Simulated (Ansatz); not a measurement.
The elements of this relaxed trial crystal are hidden behind letters.

```
lattice vectors (Å)
   5.2255    0.0000    0.0000
   0.0000   10.7493    0.0000
   0.0000    0.0000    3.4433
fractional positions
X 0.1727 0.3240 0.7600
X 0.8273 0.6760 0.7600
X 0.5000 0.0000 0.9788
X 0.0000 0.5000 0.0212
X 0.6727 0.1760 0.2400
X 0.3273 0.8240 0.2400
Z 0.0000 0.0000 0.1972
Z 0.5000 0.5000 0.8028
Q 0.4460 0.1816 0.7422
Q 0.0540 0.6816 0.2578
Q 0.9460 0.3184 0.2578
Q 0.5540 0.8184 0.7422
```

All numbers below come from DFT PBE, scalar-relativistic, plane waves, PAW (Ansatz 0.2.0). The final run on the 12-atom cell used 420 eV, a Γ-centred 8×4×10 mesh, 0.02 eV smearing and no spin polarisation.

```
Space group                                : P2_12_12 (No. 18)
Conventional cell                          : a = 5.226 Å, b = 10.749 Å, c = 3.443 Å
Volume per atom                            : 16.12 Å³
Density                                    : 3.50 g/cm³
Energy over the elements                   : −0.312 eV/atom
Gap on the 8×4×10 mesh of the 12-atom cell : 0.21 eV
```

Energies are uncorrected and count from the elements' standard states at the same level.

Problem. X is an s-block element of period 2, Z is a d-block element of period 5 and Q is a p-block element of period 3. Which elements are they?

Solution. X = Be, Z = Cd, Q = S, so the formula is Be3CdS2. Density times volume gives a mean mass of 3.50 × 16.12/1.6605 = 34.0 u per atom, and this set has 33.9 u. Around Be on a site of symmetry 1 lie 3 S at 2.08–2.10 Å, 1 Be at 2.28 Å and 1 Cd at 2.55 Å; Cd is surrounded by 2 Be at 2.55 Å and 2 Be at 2.72 Å; S is surrounded by 4 Be at 2.08–2.13 Å; 1 more site not described. Other sets within the hints have nearly the same mass, so mass alone doesn't settle it; this one was computed.

Kohn–Sham gaps at this level usually fall short of measured ones. This cell was reached by moving the atoms of another relaxed cell at random and relaxing again, last within the group found; it had no such test of its own.
